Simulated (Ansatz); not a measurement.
Data sheet: BeS (DFT)

BeS:
```cif
data_Be4S4
_chemical_formula_sum 'S4 Be4'
_space_group_name_H-M_alt 'Fm-3m'
_space_group_IT_number 225
_space_group_name_Hall '-F 4 2 3'
_cell_length_a 4.63427
_cell_length_b 4.63427
_cell_length_c 4.63427
_cell_angle_alpha 90.000
_cell_angle_beta 90.000
_cell_angle_gamma 90.000
loop_
_atom_site_label
_atom_site_type_symbol
_atom_site_symmetry_multiplicity
_atom_site_Wyckoff_symbol
_atom_site_fract_x
_atom_site_fract_y
_atom_site_fract_z
_atom_site_occupancy
S1 S 4 a 0.00000 0.00000 0.00000 1
Be1 Be 4 b 0.50000 0.50000 0.50000 1
```
(The calculation used a cell of 2 atoms; values per cell refer to that cell.)

Space group Fm-3m (No. 225), rock salt; conventional cell a = 4.634 Å, b = 4.634 Å, c = 4.634 Å, α = 90.00°, β = 90.00°, γ = 90.00°.

Method: the program Ansatz at the r²SCAN level (PAW). The cell and atoms are relaxed at this level. Other levels are named where they apply.

**Cell and energy**

- Volume per atom: 12.44 Å³
- Density: 2.74 g/cm³
- Formation energy from the elements (no fitted shifts): -605 meV/atom

**Electronic structure**

* **Band gap**: 1.33 eV (indirect)
* **Valence-band maximum**: on the K–Γ line, 61 % of the way from K
* **Conduction-band minimum**: at X (3 equivalent valleys)
* **Smallest direct gap on the standard path**: 4.60 eV
* **Electron effective mass**: 0.28, 0.28, 0.90 mₑ (principal values)
* **Hole effective mass**: 0.20, 1.00, 1.1 mₑ (principal values)
* **HSE06 gap on the r²SCAN cell**: 1.73 eV

**Mechanics**

Bulk modulus (Birch–Murnaghan fit): 111 GPa
Pressure derivative B′: 3.8
Elastic constants (relaxed ions, GPa): C11 = 174, C12 = 79.4, C44 = 124
Mechanical stability: stable (all eigenvalues of C positive)
Hill bulk and shear moduli: 111 and 84.2 GPa
Young's modulus: 202 GPa
Poisson's ratio: 0.20
Debye temperature from the elastic constants: 786 K

**Dielectric response**

Electronic dielectric constant ε∞ (DFPT): 8.05
Born charges (a third of the trace): S -2.88, Be +2.88 e

**Phonons**

Zone-centre stability: unstable, softest mode 262i cm⁻¹
Dynamical stability on the path: unstable, down to 262i cm⁻¹

**Charges**

Bader charges: S -1.69, Be +1.69 e

The cell is a constructed one: a structure type filled with these elements; neither database checked (COD, Materials Project) lists it. COD files the formula under space group No. 216. Whether it is the stable phase at ambient conditions was not checked. Symmetry was held in the r²SCAN relaxation. The references are the lowest solids computed at this level, not always the standard phases.

Potentials: the later of the program's two PAW sets.
